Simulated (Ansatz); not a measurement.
PbF2 (fluorite, Fm-3m), a = 6.001 Å, b = 6.001 Å, c = 6.001 Å, α = 90.00°, β = 90.00°, γ = 90.00°; the cell used has 3 atoms.

Relaxed with PBE.

Q: Which orbitals make up the states near the band edges in PBE (plane waves, PAW; program Ansatz)?

A: Top 1 eV of the valence band: F 2p 71 %, Pb 6s 27 %. Bottom 1 eV of the conduction band: Pb 6p 79 %, F 2p 10 %, F 2s 6 %. Projections are on Löwdin-orthogonalised atomic valence shells; empty p or d shells of many metals are not among them.

Q: Tabulate the density of states.

A: States/eV per cell of 3 atoms, in 0.25 eV bins, energy from the valence-band maximum.

| E (eV) | total | F 2p | Pb 6p | Pb 6s |
|---|---|---|---|---|
| -7.85 | 0.00 | 0.00 | 0.00 | 0.00 |
| -7.60 | 0.00 | 0.00 | 0.00 | 0.00 |
| -7.35 | 0.00 | 0.00 | 0.00 | 0.00 |
| -7.10 | 0.00 | 0.00 | 0.00 | 0.00 |
| -6.85 | 0.00 | 0.00 | 0.00 | 0.00 |
| -6.60 | 0.00 | 0.00 | 0.00 | 0.00 |
| -6.35 | 0.00 | 0.00 | 0.00 | 0.00 |
| -6.10 | 2.85 | 0.94 | 0.01 | 1.89 |
| -5.85 | 2.76 | 0.82 | 0.01 | 1.89 |
| -5.60 | 1.27 | 0.33 | 0.01 | 0.90 |
| -5.35 | 0.62 | 0.13 | 0.01 | 0.45 |
| -5.10 | 0.33 | 0.05 | 0.00 | 0.26 |
| -4.85 | 0.15 | 0.01 | 0.00 | 0.13 |
| -4.60 | 0.01 | 0.00 | 0.00 | 0.01 |
| -4.35 | 0.00 | 0.00 | 0.00 | 0.00 |
| -4.10 | 0.00 | 0.00 | 0.00 | 0.00 |
| -3.85 | 0.00 | 0.00 | 0.00 | 0.00 |
| -3.60 | 0.00 | 0.00 | 0.00 | 0.00 |
| -3.35 | 1.54 | 1.25 | 0.27 | 0.00 |
| -3.10 | 3.81 | 3.16 | 0.60 | 0.00 |
| -2.85 | 4.37 | 3.73 | 0.59 | 0.00 |
| -2.60 | 5.43 | 4.81 | 0.56 | 0.00 |
| -2.35 | 3.82 | 3.45 | 0.32 | 0.00 |
| -2.10 | 2.86 | 2.65 | 0.16 | 0.01 |
| -1.85 | 5.46 | 5.27 | 0.11 | 0.01 |
| -1.60 | 8.13 | 7.99 | 0.06 | 0.01 |
| -1.35 | 4.80 | 4.74 | 0.01 | 0.01 |
| -1.10 | 0.27 | 0.22 | 0.01 | 0.03 |
| -0.85 | 0.45 | 0.36 | 0.01 | 0.07 |
| -0.60 | 0.75 | 0.57 | 0.01 | 0.16 |
| -0.35 | 1.44 | 1.04 | 0.01 | 0.36 |
| -0.10 | 4.89 | 3.35 | 0.01 | 1.48 |
| 0.15 | 0.00 | 0.00 | 0.00 | 0.00 |
| 0.40 | 0.00 | 0.00 | 0.00 | 0.00 |
| 0.65 | 0.00 | 0.00 | 0.00 | 0.00 |
| 0.90 | 0.00 | 0.00 | 0.00 | 0.00 |
| 1.15 | 0.00 | 0.00 | 0.00 | 0.00 |
| 1.40 | 0.00 | 0.00 | 0.00 | 0.00 |
| 1.65 | 0.00 | 0.00 | 0.00 | 0.00 |
| 1.90 | 0.00 | 0.00 | 0.00 | 0.00 |
| 2.15 | 0.00 | 0.00 | 0.00 | 0.00 |
| 2.40 | 0.00 | 0.00 | 0.00 | 0.00 |
| 2.65 | 0.00 | 0.00 | 0.00 | 0.00 |
| 2.90 | 0.00 | 0.00 | 0.00 | 0.00 |
| 3.15 | 0.00 | 0.00 | 0.00 | 0.00 |
| 3.40 | 0.00 | 0.00 | 0.00 | 0.00 |
| 3.65 | 0.00 | 0.00 | 0.00 | 0.00 |
| 3.90 | 0.00 | 0.00 | 0.00 | 0.00 |
| 4.15 | 0.00 | 0.00 | 0.00 | 0.00 |
| 4.40 | 0.03 | 0.00 | 0.03 | 0.00 |
| 4.65 | 0.40 | 0.01 | 0.34 | 0.01 |
| 4.90 | 0.77 | 0.04 | 0.64 | 0.02 |
| 5.15 | 2.61 | 0.30 | 2.04 | 0.06 |
| 5.40 | 2.56 | 0.30 | 2.01 | 0.06 |
| 5.65 | 1.25 | 0.14 | 1.00 | 0.02 |
| 5.90 | 0.23 | 0.02 | 0.19 | 0.01 |
| 6.15 | 0.32 | 0.03 | 0.27 | 0.00 |
| 6.40 | 0.91 | 0.11 | 0.75 | 0.00 |
| 6.65 | 1.14 | 0.15 | 0.95 | 0.00 |
| 6.90 | 2.31 | 0.23 | 2.01 | 0.00 |
| 7.15 | 3.58 | 0.35 | 3.13 | 0.00 |
| 7.40 | 3.05 | 0.34 | 2.65 | 0.00 |
| 7.65 | 4.83 | 0.64 | 4.11 | 0.00 |
| 7.90 | 0.00 | 0.00 | 0.00 | 0.00 |
| 8.15 | 0.00 | 0.00 | 0.00 | 0.00 |
| 8.40 | 0.00 | 0.00 | 0.00 | 0.00 |
| 8.65 | 0.00 | 0.00 | 0.00 | 0.00 |
| 8.90 | 0.00 | 0.00 | 0.00 | 0.00 |
| 9.15 | 0.06 | 0.00 | 0.00 | 0.00 |

Symmetry was held in the PBE relaxation. Scalar-relativistic: spin–orbit coupling is off unless named, which matters more the heavier the elements.

Potentials: the later of the program's two PAW sets.
